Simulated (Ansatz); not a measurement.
One crystal and one scan (frozen-phonon scan) at two levels, PBE (plane waves to 420 eV, PAW, scalar-relativistic; Ansatz, a program for electronic structure) and r2SCAN (plane waves to 500 eV, PAW, scalar-relativistic; Ansatz), each from its own relaxed cell and on its own mesh. The cell shown is that of PBE.

GaN (zinc blende)

```yaml
crystal:
  lattice:
    - [0.00000, 4.54879, 4.54879]
    - [2.27440, 0.00000, 2.27440]
    - [2.27440, 2.27440, 0.00000]
  atoms:
    - { symbol: N, position: [0.37500, 0.75000, 0.75000] }
    - { symbol: N, position: [0.87500, 0.75000, 0.75000] }
    - { symbol: Ga, position: [0.00000, 0.00000, 0.00000] }
    - { symbol: Ga, position: [0.50000, 0.00000, 0.00000] }
```

The atoms are displaced by Q × the pattern below (from a DFPT mode at L = (0.5, 0.0, 0.0), largest move 1; Q in Å), at fixed cell. It is one choice among 2 degenerate patterns. (q is in reciprocal vectors of the primitive cell; the cell shown is doubled to hold the pattern.)

| atom | x | y | z |
|---|---|---|---|
| N1 | -0.285 | 0.520 | -0.805 |
| N2 | 0.285 | -0.520 | 0.805 |
| Ga3 | -0.046 | 0.083 | -0.129 |
| Ga4 | 0.046 | -0.083 | 0.129 |

GaN was relaxed with its symmetry unable to fall. The PAW data are Ansatz's earlier set. Percentages come from the unrounded values.

Results of PBE:

Lattice constant a (Å): 4.549
Band gap of the relaxed cell, no spin-orbit coupling (eV): 1.54
Harmonic wavenumber from the curvature (finite differences) (cm⁻¹ (negative: imaginary)): 538
Shape of the curve: a single well with its minimum at or next to zero displacement

Q: Estimate the r2SCAN values.

A: 
| quantity | r2SCAN | PBE − r2SCAN |
|---|---|---|
| Lattice constant a (Å) | 4.498 | +0.051 (+1.1 %) |
| Band gap of the relaxed cell, no spin-orbit coupling (eV) | 2.17 | -0.63 (-29 %) |
| Harmonic wavenumber from the curvature (finite differences) (cm⁻¹ (negative: imaginary)) | 569 | -31 (-5.4 %) |

PBE gives the higher value for: lattice constant a. PBE gives the lower value for: band gap of the relaxed cell, no spin-orbit coupling; harmonic wavenumber from the curvature. Both give the same shape of the curve: a single well with its minimum at or next to zero displacement.

(A displaced cell: forces are minus the slopes of the energy, force constants its curvatures, and phonons follow from these.)
